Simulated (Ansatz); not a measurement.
**Response of Sb to small distortions**

```
CELL_PARAMETERS angstrom
2.15060 1.24165 3.74400
-2.15060 1.24165 3.74400
0.00000 -2.48330 3.74400
ATOMIC_POSITIONS crystal
Sb 0.23364 0.23364 0.23364
Sb 0.76636 0.76636 0.76636
```

Atoms are numbered in the order listed.

The cell is a measured one (Crystallography Open Database entry 9009654); the temperature and pressure of the measurement aren't taken into account, and nothing was relaxed.

Spin–orbit coupling is left out, though it moves levels of the heavy atoms by tenths of an eV or more.

Method: DFT, PBEsol, all-electron LAPW, scalar-relativistic in Ansatz 0.2.0.

Sampling and basis: a Γ-centred 9×9×9 k mesh, Fermi–Dirac smearing of 0.05 eV, basis error target 0.5 meV/atom, no spin polarisation.

The unchanged cell is at 0.43 GPa.

In a metal, stresses and small energies carry noise from the k mesh.

x, y and z are the Cartesian axes of the cell as listed; fractional coordinates follow a strain, and an engineering shear is twice the off-diagonal strain component.

With this change (equal xy, yz and zx engineering shear strains of -3 %), what becomes of the energy and stress and forces?

Energy change +8 meV/atom; stress change (xx, yy, zz, yz, xz, xy) -0.94, 0.98, 0.12, 1.84, 0.86, 0.25 GPa, compression positive; change of the force on Sb1 (0.083, 0.143, 0.008) eV/Å.

With equal xy, yz and zx engineering shear strains of -1 %: energy change under 1 meV/atom; stress change (xx, yy, zz, yz, xz, xy) -0.31, 0.31, 0.01, 0.61, 0.30, 0.08 GPa, compression positive; change of the force on Sb1 (0.026, 0.047, 0.001) eV/Å.

With this change (equal xy, yz and zx engineering shear strains of +2 %), what becomes of the energy and stress and forces?

Energy change +4 meV/atom; stress change (xx, yy, zz, yz, xz, xy) 0.60, -0.57, 0.04, -1.17, -0.59, -0.15 GPa, compression positive; change of the force on Sb1 (-0.050, -0.092, 0.004) eV/Å.

With this change (equal xy, yz and zx engineering shear strains of -2 %), what becomes of the energy and stress and forces?

Energy change +4 meV/atom; stress change (xx, yy, zz, yz, xz, xy) -0.62, 0.64, 0.05, 1.23, 0.59, 0.17 GPa, compression positive; change of the force on Sb1 (0.054, 0.095, 0.003) eV/Å.

With equal xy, yz and zx engineering shear strains of +1 %: energy change under 1 meV/atom; stress change (xx, yy, zz, yz, xz, xy) 0.30, -0.30, 0.01, -0.60, -0.30, -0.07 GPa, compression positive; change of the force on Sb1 (-0.025, -0.047, 0.001) eV/Å.

With this change (equal xy, yz and zx engineering shear strains of +3 %), what becomes of the energy and stress and forces?

Energy change +8 meV/atom; stress change (xx, yy, zz, yz, xz, xy) 0.87, -0.82, 0.08, -1.71, -0.87, -0.22 GPa, compression positive; change of the force on Sb1 (-0.073, -0.137, 0.009) eV/Å.
